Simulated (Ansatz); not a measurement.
LuAl₂Ge₂:
```
LuAl2Ge2
1.0
    4.22579     0.00000     0.00000
   -2.11290     3.65964     0.00000
    0.00000     0.00000     6.45481
Al Lu Ge
2 1 2
Direct
  0.33333   0.66667   0.64799
  0.66667   0.33333   0.35201
  0.00000   0.00000   0.00000
  0.33333   0.66667   0.25321
  0.66667   0.33333   0.74679
```

Relaxed with r²SCAN.

**Question.** Give the Bader charges and basin volumes of the independent atoms, r²SCAN (plane waves, PAW; program Ansatz).

**Answer.** 

```csv
atom,Bader charge (e),Bader volume (Å³)
Al1,+1.73,8.9
Lu3,+1.60,15.9
Ge4,-2.53,33.0
```

Space group P-3m1. The workflow started from an entry of the Crystallography Open Database (COD). Whether it is the stable phase at ambient conditions was not checked. The cell was relaxed with r²SCAN under the symmetry of its start; whether a distortion lowers the energy is not shown. Scalar-relativistic: spin–orbit coupling is off unless named, which matters more the heavier the elements.

Potentials: the later of the program's two PAW sets.
